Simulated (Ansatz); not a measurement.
HfS2:
```cif
data_HfS2
_chemical_formula_sum 'Hf1 S2'
_space_group_name_H-M_alt 'P-3m1'
_space_group_IT_number 164
_space_group_name_Hall '-P 3 2"'
_cell_length_a 3.65206
_cell_length_b 3.65206
_cell_length_c 6.86278
_cell_angle_alpha 90.000
_cell_angle_beta 90.000
_cell_angle_gamma 120.000
loop_
_atom_site_label
_atom_site_type_symbol
_atom_site_symmetry_multiplicity
_atom_site_Wyckoff_symbol
_atom_site_fract_x
_atom_site_fract_y
_atom_site_fract_z
_atom_site_occupancy
Hf1 Hf 1 a 0.00000 0.00000 0.00000 1
S1 S 2 d 0.33333 0.66667 0.21076 1
```

This is the PBE-relaxed structure.

Task: All from DFT-PBE in the program Ansatz with PAW potentials, unless another level is named. Estimate the band gap.

Result: 1.25 eV (indirect).

Task: Predict the formation energy from the elements (no fitted shifts).

Result: -1.58 eV/atom.

Task: And the smallest direct gap on the standard path?

Result: 2.07 eV.

Task: Predict the conduction-band minimum.

Result: at L (3 equivalent valleys).

Task: What about the valence-band maximum?

Result: at Γ.

Symmetry was held in the PBE relaxation. The run is not spin-polarised. The volume lies over 15 % above that of the usual cell of this phase: another minimum, or an error of the functional. A crystal of weakly bound layers computed without a dispersion correction: the cell and the soft elastic constants depend strongly on that. The references are the lowest solids computed at this level, not always the standard phases. Scalar-relativistic: spin–orbit coupling is off unless named, which matters more the heavier the elements.

Potentials: the earlier of the program's two PAW sets.
